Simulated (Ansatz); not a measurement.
**Notes on SiNi**

```
Ni Si
1.0
     5.23639    0.00000    0.00000
     0.00000    3.37894    0.00000
     0.00000    0.00000    5.67347
Ni Si
4 4
Direct
  0.00779 0.25000 0.18752
  0.49221 0.75000 0.68752
  0.50779 0.25000 0.31248
  0.99221 0.75000 0.81248
  0.32128 0.75000 0.08250
  0.17872 0.25000 0.58250
  0.82128 0.75000 0.41750
  0.67872 0.25000 0.91750
```

Level: PBEsol, no spin polarisation; 420 eV; 7×10×6 Γ-centred mesh; fermi-dirac occupations (width 0.1 eV); Ansatz 0.2.0, fixed geometry.

**Question.** What is the formation energy?

**Answer.** -0.57 eV an atom against the elements' usual phases (free molecules for gases, crystals otherwise, with no correction for O₂ or N₂), so it is bound against them; other compounds may still compete. Relaxing would lower it.

**Question.** Is the cell too large or too small?

**Answer.** The pressure is -10.1 GPa (compression positive), so with the atoms held at these fractions the cell would first shrink.

**Question.** How is the charge shared?

**Answer.** Bader charges in e: Si +0.44, Ni -0.44. In the mean Si gives up most and Ni takes most.

**Question.** Which atom feels the largest force, and which way?

**Answer.** The largest is on Ni3 (and as large on other atoms): 0.12 eV/Å, components (-0.05, 0.00, -0.11). It makes 107° with the line to a nearest neighbour, Si6 at 2.31 Å.

**Question.** Metal or insulator?

**Answer.** It is a metal, with about 2.2 states/eV a cell as the mean within 0.25 eV of the Fermi level, mostly Ni d (50 %) and Si p (35 %).

Origin: a database entry at a rescaled volume. Caveats: no spin polarisation, so a magnetic state may lie lower; atoms or cell far from equilibrium.
